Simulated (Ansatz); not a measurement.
MoSe2:
```yaml
crystal:
  lattice:
    - [3.27705, 0.00000, 0.00000]
    - [-1.63853, 2.83801, 0.00000]
    - [0.00000, 0.00000, 12.73283]
  atoms:
    - { symbol: Mo, position: [0.66667, 0.33333, 0.75000] }
    - { symbol: Mo, position: [0.33333, 0.66667, 0.25000] }
    - { symbol: Se, position: [0.33333, 0.66667, 0.88147] }
    - { symbol: Se, position: [0.66667, 0.33333, 0.11853] }
    - { symbol: Se, position: [0.66667, 0.33333, 0.38147] }
    - { symbol: Se, position: [0.33333, 0.66667, 0.61853] }
```

Relaxed with PBE+D3(BJ). Independent-particle spectrum: no excitons, no local fields, no scissors shift; 0.1 eV broadening; ε₁ of the summed bands alone.

**Question.** Tabulate the dielectric function from PBE+D3(BJ) in the plane-wave PAW code Ansatz.

**Answer.** 

| E (eV) | ε₁ xx | ε₂ xx | ε₁ zz | ε₂ zz |
|---|---|---|---|---|
| 0.0 | 17.80 | 0.00 | 12.30 | 0.00 |
| 0.5 | 18.33 | 0.00 | 12.49 | 0.00 |
| 1.0 | 20.36 | 0.00 | 13.14 | 0.00 |
| 1.5 | 28.07 | 2.44 | 14.70 | 0.00 |
| 2.0 | 26.77 | 16.47 | 20.24 | 2.70 |
| 2.5 | 19.14 | 23.64 | 12.50 | 9.07 |
| 3.0 | 3.13 | 25.24 | 11.95 | 5.86 |
| 3.5 | 6.08 | 15.38 | 18.69 | 7.18 |
| 4.0 | -1.77 | 20.54 | 16.01 | 12.28 |
| 4.5 | -2.02 | 13.78 | 7.96 | 23.31 |
| 5.0 | -4.14 | 14.76 | 2.24 | 23.66 |
| 5.5 | -3.75 | 9.01 | -5.84 | 10.39 |
| 6.0 | -4.07 | 6.70 | -3.03 | 6.90 |
| 6.5 | -3.74 | 5.25 | 0.01 | 6.43 |
| 7.0 | -2.64 | 3.73 | 0.50 | 7.72 |
| 7.5 | -1.62 | 2.52 | -0.24 | 5.08 |
| 8.0 | 0.46 | 2.21 | 2.26 | 6.49 |
| 8.5 | 1.14 | 3.63 | 0.21 | 8.58 |
| 9.0 | 1.14 | 4.30 | -2.09 | 7.96 |
| 9.5 | 1.56 | 5.36 | -2.87 | 5.88 |
| 10.0 | -0.53 | 5.52 | -2.16 | 5.99 |
| 10.5 | -0.95 | 4.95 | -2.57 | 4.85 |
| 11.0 | -2.09 | 4.53 | -3.02 | 4.51 |
| 11.5 | -1.90 | 3.70 | -3.39 | 3.37 |
| 12.0 | -2.08 | 2.74 | -3.02 | 2.10 |

**Question.** From ε at 2.0 eV (xx: 26.77 + 16.47i), find n, k, the normal reflectivity and the absorption coefficient.

**Answer.** n = 5.39, k = 1.527, R = 50 %, α = 2kE/ħc = 310000 cm⁻¹.

With all bands, ε∞ without local fields is 17.9 (xx = yy), 12.4 (zz). DFPT, with local fields, gives 17.1 (xx = yy), 8.88 (zz).

Space group P6_3/mmc. Symmetry was held in the PBE+D3(BJ) relaxation; phonons on a q-mesh show no instability. No spin polarisation was allowed. Scalar-relativistic: spin–orbit coupling is off unless named, which matters more the heavier the elements.

Potentials: the later of the program's two PAW sets.
